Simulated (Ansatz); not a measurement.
**Profile along the Os–Os line in Os (hcp, Mg type)**

Os (hcp, Mg type)

```cif
data_Os2
_chemical_formula_sum 'Os2'
_space_group_name_H-M_alt 'P63/mmc'
_space_group_IT_number 194
_space_group_name_Hall '-P 6c 2c'
_cell_length_a 2.75486
_cell_length_b 2.75486
_cell_length_c 4.34443
_cell_angle_alpha 90.000
_cell_angle_beta 90.000
_cell_angle_gamma 120.000
loop_
_atom_site_label
_atom_site_type_symbol
_atom_site_symmetry_multiplicity
_atom_site_Wyckoff_symbol
_atom_site_fract_x
_atom_site_fract_y
_atom_site_fract_z
_atom_site_occupancy
Os1 Os 2 d 0.66667 0.33333 0.25000 1
```

Fields along a shortest Os–Os line of a (1 -1 0 0) plane (2.75 Å), from Os to Os, interpolated on the slice's grid (step about 0.2 Å). All values below come from PBE (plane waves to 420 eV, PAW, scalar-relativistic; Ansatz, a program for electronic structure). k mesh 19×19×11. These are valence fields of a PAW run, semicore shells included where kept as valence: close to a nucleus they are smooth pseudo fields. Os is run without spin polarisation. Os was relaxed with its symmetry unable to fall. Spin-orbit coupling is left out, though Os is heavy. The PAW data are Ansatz's earlier set.

```json
[
 {"distance from Os (Å)": "0.00", "valence electron density (e/Å³)": "8.70", "electron localisation function": "x"},
 {"distance from Os (Å)": "0.14", "valence electron density (e/Å³)": "8.57", "electron localisation function": "x"},
 {"distance from Os (Å)": "0.28", "valence electron density (e/Å³)": "8.06", "electron localisation function": "x"},
 {"distance from Os (Å)": "0.41", "valence electron density (e/Å³)": "6.86", "electron localisation function": "x"},
 {"distance from Os (Å)": "0.55", "valence electron density (e/Å³)": "5.07", "electron localisation function": "0.60"},
 {"distance from Os (Å)": "0.69", "valence electron density (e/Å³)": "3.17", "electron localisation function": "0.54"},
 {"distance from Os (Å)": "0.83", "valence electron density (e/Å³)": "1.65", "electron localisation function": "0.42"},
 {"distance from Os (Å)": "0.96", "valence electron density (e/Å³)": "0.88", "electron localisation function": "0.32"},
 {"distance from Os (Å)": "1.10", "valence electron density (e/Å³)": "0.59", "electron localisation function": "0.30"},
 {"distance from Os (Å)": "1.24", "valence electron density (e/Å³)": "0.47", "electron localisation function": "0.35"},
 {"distance from Os (Å)": "1.38", "valence electron density (e/Å³)": "0.43", "electron localisation function": "0.37"},
 {"distance from Os (Å)": "1.51", "valence electron density (e/Å³)": "0.47", "electron localisation function": "0.35"},
 {"distance from Os (Å)": "1.65", "valence electron density (e/Å³)": "0.59", "electron localisation function": "0.30"},
 {"distance from Os (Å)": "1.79", "valence electron density (e/Å³)": "0.88", "electron localisation function": "0.32"},
 {"distance from Os (Å)": "1.93", "valence electron density (e/Å³)": "1.65", "electron localisation function": "0.42"},
 {"distance from Os (Å)": "2.06", "valence electron density (e/Å³)": "3.17", "electron localisation function": "0.54"},
 {"distance from Os (Å)": "2.20", "valence electron density (e/Å³)": "5.07", "electron localisation function": "0.60"},
 {"distance from Os (Å)": "2.34", "valence electron density (e/Å³)": "6.86", "electron localisation function": "x"},
 {"distance from Os (Å)": "2.48", "valence electron density (e/Å³)": "8.06", "electron localisation function": "x"},
 {"distance from Os (Å)": "2.61", "valence electron density (e/Å³)": "8.57", "electron localisation function": "x"},
 {"distance from Os (Å)": "2.75", "valence electron density (e/Å³)": "8.70", "electron localisation function": "x"}
]
```

x: too close to a nucleus for the ELF to mean much.

Density on the Os–Os line (2.75 Å) at its midpoint: 0.43 e/Å³. ELF at that point: 0.4.
